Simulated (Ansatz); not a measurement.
Space group Pnnm (No. 58). a = 4.685 Å, b = 5.644 Å, c = 3.517 Å, α = 90.00°, β = 90.00°, γ = 90.00°
| atom | site | symmetry | x | y | z |
| --- | --- | --- | --- | --- | --- |
| Fe | 2a | ..2/m | 0.0000 | 0.0000 | 0.0000 |
| Se | 4g | ..m | 0.2193 | 0.3662 | 0.0000 |

Equation of state of this FeSe$_{2}$ structure (not necessarily the ground state), with shape and atoms relaxed at each volume where symmetry leaves them free. These are results of Ansatz 0.2.0, DFT LDA, scalar-relativistic, plane waves, PAW, not measurements.

Settings: cutoff 420 eV, Γ-centred mesh 8×6×10 on the computed 6-atom cell, Gaussian smearing of 0.02 eV; no spin polarisation.

```csv
V (Å³/atom),E − E(largest V) (meV/atom),P (GPa),gap on mesh (eV)
13.640,72.21,25.65,0.45
14.105,9.96,17.50,0.41
14.570,-30.58,10.64,0.38
15.035,-52.84,4.87,0.34
15.500,-59.72,0.01,0.31
15.966,-53.63,-4.09,0.28
16.431,-36.64,-7.53,0.25
17.051,0.00,-11.27,0.22
```

Task: Fit a third-order Birch–Murnaghan equation to E(V).

Result: V0 = 15.50 Å³/atom, B0 = 148 GPa, B0' = 4.7.

The gaps are read on the mesh, which can miss the band edges, so they can be too wide.

Cost: 8 runs of about 22 core-minutes in all, on Arm Neoverse V1 (shared hosts).